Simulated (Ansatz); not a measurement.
# KCdBiF in Ansatz, single run

input.yaml:

```yaml
crystal:
  lattice:
    - [4.594276, 0.0, 0.0]
    - [0.0, 4.594276, 0.0]
    - [0.0, 0.0, 9.772067]
  atoms:
    - { symbol: K, position: [0.25, 0.25, 0.35865] }
    - { symbol: K, position: [0.75, 0.75, 0.64135] }
    - { symbol: Cd, position: [0.25, 0.75, 0.0] }
    - { symbol: Cd, position: [0.75, 0.25, 0.0] }
    - { symbol: Bi, position: [0.25, 0.25, 0.81486] }
    - { symbol: Bi, position: [0.75, 0.75, 0.18514] }
    - { symbol: F, position: [0.25, 0.75, 0.5] }
    - { symbol: F, position: [0.75, 0.25, 0.5] }
  symmetry: { tolerance: 0.0003 }
kpoints:
  mp_grid: { grid: [1, 1, 1], shift: [0, 0, 0] }
magnetization:
  spin_polarized: false
scf:
  occupations: { method: cold, width: 0.1078 }
  max_iter: 50
hamiltonian:
  pseudopotentials: { kind: paw }
  xc: r2scan
basis:
  ecutwfc: 500
output:
  forces: true
  stress: true
  eigenvalues: true
```

Run with:

```bash
ansatz run input.yaml --threads 1 --pin off --max-ram 2560MiB --backend cpu --events-out ev --progress --plain --runs-dir out
```

Origin of the cell: a known structure type with other elements, at an estimated volume, so it need not be a known compound.

Output (shortened):

```
Pseudopotentials: kind: paw
Pseudopotential: K, paw, valence charge 9, recommended cutoff 500 eV (meta_gga), K.paw.azcp
Pseudopotential: Cd, paw, valence charge 20, recommended cutoff 500 eV (meta_gga), Cd.paw.azcp
Pseudopotential: Bi, paw, valence charge 15, recommended cutoff 500 eV (meta_gga), Bi.paw.azcp
Pseudopotential: F, paw, valence charge 7, recommended cutoff 500 eV (meta_gga), F.paw.azcp
Functional definition: r2SCAN
  exchange = r2scan_x(k0 = k0, k1 = k1, a1 = a1)
  correlation = r2scan_c
Crystal: 8 atoms, lattice volume = 206.263 Å³
Basis set: ecut = 500 eV, 5271 PW (Γ), exchange–correlation on 144×144×288 points (64 copies of the dense FFT grid, shifted against one another)
Bands: 62, of which v1, the nominal top of the filled ones, is band 51 counted from 1 (50 counted from 0)
[… 15 lines left out …]
Initial density: superposition of atomic densities (neutral atoms: chi_scale 0, normalization atom), corrected by the library's trained network
Functional: x = r2scan, c = r2scan; τ floored in thin density (d = 2e-4 eV/Å³)
SCF iter   1: F=—  HF=-46057.254899 eV  Δρ=1.89e-2  dr2=1.96e0  dr2_τ=1.31e-1  defer=2
SCF iter   2: F=—  HF=-46057.232010 eV  S|Δr|=    0.00e0  Δρ=1.57e-2  dr2=6.01e-1  dr2_τ=1.56e-2  defer=4
SCF iter   3: F=—  HF=-46057.265995 eV  S|Δr|=    0.00e0  Δρ=8.29e-3  dr2=4.73e-1  dr2_τ=4.24e-3  defer=4
SCF iter   4: F=—  HF=-46057.257293 eV  S|Δr|=    0.00e0  Δρ=1.47e-2  dr2=6.33e-1  dr2_τ=9.05e-3  defer=4
[… 8 lines left out …]
SCF iter  13: F=—  HF=-46057.230373 eV  S|Δr|=    0.00e0  Δρ=1.54e-4  dr2=6.38e-5  dr2_τ=1.52e-6  defer=4
SCF iter  14: F=—  HF=-46057.230413 eV  S|Δr|=    0.00e0  Δρ=5.09e-5  dr2=5.07e-6  dr2_τ=3.42e-7  defer=4
SCF iter  15: F=—  HF=-46057.230415 eV  S|Δr|=    0.00e0  Δρ=2.16e-5  dr2=8.25e-7  dr2_τ=3.36e-8  defer=4
SCF iter  16: F=-46057.230417 eV  HF=-46057.230416 eV  S|Δr|=    0.00e0  Δρ=6.91e-6  dr2=8.37e-8  dr2_τ=3.48e-9
SCF 1 converged in 16 iterations: F = -46057.230417 eV  dr2 = 8.37e-8
SCF converged after 16 iterations
Stability not checked: this state was not tested for a lower state beside it, because cold or Methfessel-Paxton smearing, or corrected tetrahedra, fill the levels in a way that the test cannot read (fill_not_monotonic; […]
Free energy (F): -46057.230417 eV
Harris-Foulkes:  -46057.230416 eV  (|F-HF|=6.29e-8)
Internal energy: -46057.145427 eV  (E = F + TS)
E sigma→0 (E₀):  -46057.202087 eV
[… 24 lines left out …]
  atom   4  Cd     0.000000     0.000000     0.000000
  atom   5  Bi    -0.000000    -0.000000    -2.890921
  atom   6  Bi    -0.000000     0.000000     2.890921
  atom   7  F      0.000000     0.000000    -0.000000
  atom   8  F      0.000000     0.000000     0.000000
  max |Σ_I F_I| component: 0.0 eV/Å
--- Stress (GPa, compression-positive) ---
        7.196883       0.000000       0.000000
        0.000000       7.196883       0.000000
        0.000000       0.000000       5.679591
  P = ⅓ Tr σ = 6.6911 GPa (66.911 kbar)
```

What is wrong with this input?

It holds one k-point for a small cell: `kpoints.mp_grid.grid` typed as [1, 1, 1]. Self-consistency was reached. Its numbers aren't properties of the system.

Time: 7.1 s of wall time on 1 CPU thread(s) of a shared host, from the program's own first density.
